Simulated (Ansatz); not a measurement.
# NiTe2 (P-3m1): electronic heat capacity and spin susceptibility from the density of states

These are results of DFT PBEsol, scalar-relativistic, plane waves, PAW (Ansatz), not measurements.

Settings: cutoff 420 eV, Γ-centred mesh 12×12×8 on the computed 3-atom cell, Gaussian smearing of 0.10 eV; no spin polarisation.

Relaxed cell: P-3m1, a = 3.828 Å, b = 3.828 Å, c = 5.159 Å, α = 90.00°, β = 90.00°, γ = 120.00°, 3 atoms in the primitive cell. Whether it is the stable form of this composition wasn't checked.

The density of states at the Fermi level is 1.530 states/eV in the cell of 3 atoms (1 formula unit; both spins, tetrahedra on a 18×18×12 mesh). Averaged over bins of 0.1 eV the density runs from 1.3 to 1.8 states/eV within 0.2 eV of the Fermi level, so the figure hangs on the exact place of that level.

Task: What Sommerfeld coefficient and Pauli susceptibility does this give?

Result: Per formula unit N(E_F) = 1.530 states/eV. γ = (π²/3) k_B² N(E_F) N_A = 2.357 mJ/(mol K²) per state/eV, so γ = 3.6 mJ/(mol K²), a mole of formula units. χ_P = μ_B² N(E_F) N_A = 3.23×10⁻⁵ emu/mol per state/eV gives 4.9×10⁻⁵ emu/mol. This is the bare band result: a measured γ of the same phase is as a rule larger by a factor 1 + λ from phonons and spin fluctuations, the spin part of χ is larger by the Stoner factor, and a measured χ also holds orbital and core terms. N(E_F) at one energy is sensitive to the mesh where the density of states has sharp peaks.

Spin-orbit coupling is left out, which matters for the bands of heavy elements.

A ferromagnetic start lost its moments in a first run, so spin was left out; other magnetic orders weren't tried.